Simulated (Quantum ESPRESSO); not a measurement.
## Si7Ga (a curve over one atom's position)

Computed values, not a measurement. The program is pw.x of Quantum ESPRESSO 7.5 (plane-wave density functional theory). The cell is made up: 8 atoms on a zincblende/diamond lattice, with randomly drawn elements, strain and displacements, not relaxed. PseudoDojo standard norm-conserving files (v0.5 for PBE, v0.4.1 for LDA and PBEsol) set the functional; there is no spin polarisation, spin-orbit coupling or dispersion term, and the masses in the input are unused placeholders. A spin-polarised start on this cell or one of its family kept no moment.

Seven runs move atom 1 (Si, counted in the order of the input) along y and keep all else fixed.

Input of the run at -0.0079:

```
&control calculation='scf', pseudo_dir='./dojo.nc.sr.pbe.v0_5.standard.upf', outdir='./o', disk_io='low', tprnfor=.true., tstress=.true. /
&system ibrav=0, nat=8, ntyp=2, nbnd=31, ecutwfc=79.96652505, nosym=.true., tot_charge=0,
 occupations='smearing', smearing='fd', degauss=0.0073498644
/
&electrons conv_thr=7.350e-09, electron_maxstep=60, /
ATOMIC_SPECIES
Ga 1.0 Ga.upf
Si 1.0 Si.upf
CELL_PARAMETERS angstrom
5.3319 0.0 0.0
0.0 5.3319 0.0
0.0 0.0 5.3319
ATOMIC_POSITIONS angstrom
Si -0.129 -0.0459 -0.0554
Si -0.0192 2.5385 2.6579
Si 2.5217 0.0765 2.5623
Si 2.5934 2.708 0.0983
Si 1.277 1.4228 1.3153
Ga 1.3501 3.9553 4.0636
Si 4.0238 1.3393 3.943
Si 4.1691 4.0918 1.3728
K_POINTS automatic
6 6 6 1 1 1
```

| shift of atom 1 along y (Å) | free energy less that of the input shown (eV) | Fx on atom 1 (eV/Å) | Fy on atom 1 (eV/Å) | Fz on atom 1 (eV/Å) | pressure (GPa) | iterations |
| --- | --- | --- | --- | --- | --- | --- |
| -0.1049 | 0.2232 | 1.876 | 2.998 | -1.497 | 11.74 | 10 |
| -0.0392 | 0.0571 | 1.861 | 2.054 | -0.970 | 11.43 | 10 |
| -0.0079 | 0.0000 | 1.863 | 1.594 | -0.723 | 11.32 | 10 |
| +0.0089 | -0.0247 | 1.866 | 1.345 | -0.591 | 11.27 | 10 |
| +0.0287 | -0.0484 | 1.873 | 1.050 | -0.437 | 11.23 | 10 |
| +0.1099 | -0.0843 | 1.925 | -0.167 | 0.185 | 11.15 | 10 |

Question: one run is left out of the table, at +0.0990. Estimate its Fy on atom 1 (eV/Å).

Answer: -0.003. The whole row:

| shift of atom 1 along y (Å) | free energy less that of the input shown (eV) | Fx on atom 1 (eV/Å) | Fy on atom 1 (eV/Å) | Fz on atom 1 (eV/Å) | pressure (GPa) | iterations |
| --- | --- | --- | --- | --- | --- | --- |
| +0.0990 | -0.0852 | 1.915 | -0.003 | 0.102 | 11.15 | 10 |

A cubic fit gives dFy/dy = -14.81 eV/Å² at zero shift. Across the table the free energy follows the integral of the force to within 0.1 meV. A rerun of one of the cells at 1377 eV and a 8 x 8 x 8 mesh moved values by no more than 0.003 eV in energy, 0.11 GPa in stress and 0.015 eV/Å in force.